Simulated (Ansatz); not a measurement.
Density of states of a Al₃Ga₄N₇ cell (a random packing after short dynamics, relaxed), per eV and atom, broadened by Gaussian smearing of width 0.1 eV and averaged over bins of 0.2 eV, from 8 eV under the Fermi level at most up to where the solved bands end.

Computed with DFT PBE, scalar-relativistic, plane waves, PAW in Ansatz 0.2.0.

Plane waves to 420 eV, a k mesh through Γ of 4×4×4 on the computed 14-atom cell and Gaussian smearing (0.02 eV); no spin polarisation.

```
CELL_PARAMETERS angstrom
5.55694 0.06891 0.08578
0.07412 5.62460 -0.06085
0.08979 -0.05906 5.59570
ATOMIC_POSITIONS crystal
Al 0.58512 0.44345 0.30182
Al 0.05796 0.61107 0.60112
Al 0.02989 0.44262 0.10665
N 0.51968 0.95677 0.62723
N 0.78134 0.20779 0.11960
N 0.75016 0.45369 0.60284
N 0.00230 0.94223 0.58128
N 0.73830 0.67302 0.11666
N 0.23333 0.46949 0.84121
N 0.24726 0.43148 0.35633
Ga 0.76367 0.94189 0.32568
Ga 0.75866 0.14284 0.77961
Ga 0.25237 0.16864 0.59478
Ga 0.54066 0.65420 0.81539
```

```tsv
E − E_F (eV)	total	N 2p	Ga 4p	Ga 4s	Al 3p
-7.95	0.025	0.013	0.001	0.007	0.002
-7.75	0.111	0.057	0.007	0.033	0.008
-7.55	0.177	0.091	0.011	0.051	0.011
-7.35	0.260	0.137	0.016	0.072	0.013
-7.15	0.360	0.194	0.025	0.089	0.018
-6.95	0.397	0.219	0.029	0.082	0.021
-6.75	0.474	0.263	0.032	0.097	0.024
-6.55	0.368	0.207	0.027	0.070	0.018
-6.35	0.287	0.167	0.022	0.044	0.015
-6.15	0.339	0.200	0.028	0.037	0.018
-5.95	0.375	0.223	0.033	0.036	0.022
-5.75	0.323	0.196	0.031	0.024	0.021
-5.55	0.288	0.177	0.030	0.023	0.019
-5.35	0.192	0.118	0.022	0.014	0.014
-5.15	0.419	0.261	0.054	0.023	0.034
-4.95	0.317	0.200	0.039	0.016	0.024
-4.75	0.436	0.282	0.052	0.020	0.033
-4.55	0.482	0.320	0.060	0.019	0.038
-4.35	0.418	0.283	0.051	0.014	0.034
-4.15	0.344	0.237	0.048	0.010	0.026
-3.95	0.518	0.362	0.066	0.017	0.040
-3.75	0.455	0.328	0.054	0.011	0.035
-3.55	0.501	0.369	0.056	0.011	0.036
-3.35	0.632	0.480	0.067	0.011	0.041
-3.15	0.530	0.410	0.052	0.009	0.031
-2.95	0.742	0.588	0.066	0.012	0.041
-2.75	0.785	0.633	0.067	0.011	0.043
-2.55	0.794	0.653	0.061	0.009	0.041
-2.35	0.599	0.501	0.043	0.006	0.026
-2.15	0.674	0.576	0.042	0.005	0.024
-1.95	0.624	0.539	0.032	0.005	0.020
-1.75	0.596	0.523	0.028	0.004	0.017
-1.55	0.425	0.372	0.022	0.003	0.009
-1.35	0.217	0.190	0.012	0.001	0.003
-1.15	0.263	0.241	0.008	0.000	0.006
-0.95	0.090	0.082	0.004	0.000	0.001
-0.75	0.144	0.129	0.008	0.000	0.001
-0.55	0.020	0.018	0.001	0.000	0.000
-0.35	0.000	0.000	0.000	0.000	0.000
-0.15	0.000	0.000	0.000	0.000	0.000
0.05	0.000	0.000	0.000	0.000	0.000
0.25	0.000	0.000	0.000	0.000	0.000
0.45	0.000	0.000	0.000	0.000	0.000
0.65	0.009	0.000	0.000	0.003	0.000
0.85	0.002	0.000	0.000	0.000	0.000
1.05	0.000	0.000	0.000	0.000	0.000
1.25	0.000	0.000	0.000	0.000	0.000
1.45	0.031	0.006	0.004	0.006	0.002
1.65	0.036	0.007	0.005	0.007	0.002
1.85	0.008	0.002	0.002	0.001	0.001
2.05	0.117	0.025	0.023	0.020	0.010
2.25	0.084	0.013	0.022	0.013	0.010
2.45	0.249	0.044	0.067	0.040	0.030
2.65	0.142	0.024	0.038	0.023	0.019
2.85	0.076	0.013	0.022	0.010	0.010
3.05	0.165	0.031	0.044	0.021	0.023
3.25	0.296	0.054	0.075	0.042	0.043
3.45	0.216	0.036	0.057	0.033	0.032
3.65	0.339	0.059	0.090	0.053	0.052
3.85	0.344	0.062	0.087	0.056	0.054
4.05	0.313	0.056	0.078	0.056	0.046
4.25	0.436	0.073	0.110	0.069	0.069
4.45	0.419	0.076	0.106	0.067	0.062
4.65	0.351	0.065	0.082	0.061	0.053
4.85	0.385	0.073	0.090	0.059	0.061
```

The columns after the total are the largest Löwdin projections on the valence shells of the potentials, so they needn't add up, and the weight of a shell that a potential lacks goes to other orbitals. The cell has a gap on the mesh of 1.36 eV.

Cost: 2 runs of about 8 core-minutes in all (earlier runs that led there not counted), on Intel Xeon Processor @ 2.50GHz (Skylake/Cascade Lake) (shared hosts).